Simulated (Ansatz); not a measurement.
Here is the system:

ScCu$_{2}$:
```yaml
crystal:
  lattice:
    - [-1.63476, 1.63476, 4.16208]
    - [1.63476, -1.63476, 4.16208]
    - [1.63476, 1.63476, -4.16208]
  atoms:
    - { symbol: Sc, position: [0.00000, 0.00000, 0.00000] }
    - { symbol: Cu, position: [0.67458, 0.67458, 0.00000] }
    - { symbol: Cu, position: [0.32542, 0.32542, 0.00000] }
```

This is the r²SCAN-relaxed structure.

All from DFT-r²SCAN in the program Ansatz with PAW potentials, unless another level is named. Estimate the formation energy from the elements (no fitted shifts).

-0.26 eV/atom.

Next, the density of states at the Fermi level?

0.37 states/eV per atom (mean over ±0.08 eV).

Space group I4/mmm (MoSi2 or CaC2 type). The first step of the workflow began from a Materials Project structure, measured or hypothetical; the Crystallography Open Database copy checked does not list it. With Sc and Cu taken as one species the cell has the higher symmetry I4/mmm, so it may be an ordered model of a mixed-site phase. Its standing as an ambient phase is unchecked. The cell was relaxed with r²SCAN under the symmetry of its start; whether a distortion lowers the energy is not shown. The run is not spin-polarised. The references are the lowest solids computed at this level, not always the standard phases.

Potentials: the later of the program's two PAW sets.
